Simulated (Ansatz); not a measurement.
Input:

C:
```
CELL_PARAMETERS angstrom
      3.42700     0.00000     0.00000
      0.00000     3.42700     0.00000
      0.00000     0.00000     6.08746
ATOMIC_POSITIONS crystal
  C  0.83178 0.33178 0.35976
  C  0.16822 0.66822 0.35976
  C  0.16822 0.33178 0.85976
  C  0.83178 0.66822 0.85976
  C  0.66822 0.83178 0.64024
  C  0.33178 0.16822 0.64024
  C  0.33178 0.83178 0.14024
  C  0.66822 0.16822 0.14024
  C  0.00000 0.00000 0.50000
  C  0.50000 0.50000 0.00000
  C  0.50000 0.50000 0.50000
  C  0.00000 0.00000 0.00000
```

This is the PBE-relaxed structure.

All from PBE in the plane-wave PAW code Ansatz, unless another level is named. Give the hole effective mass.

0.48, 0.51, 0.51 mₑ (principal values).

Predict the conduction-band minimum.

on the A–Z line, 75 % of the way from A (4 equivalent valleys).

And the valence-band maximum?

at Γ.

Space group P4_2/ncm. The start of the workflow was typed in or built on a structure type; neither database checked (COD, Materials Project) lists it. It is not the phase usual at ambient conditions (space group No. 194, 227). Symmetry was held in the PBE relaxation; whether a distortion lowers the energy is not shown.

Potentials: the later of the program's two PAW sets.

Edges and masses are those of Kohn–Sham bands, whose gap is no quasiparticle gap.
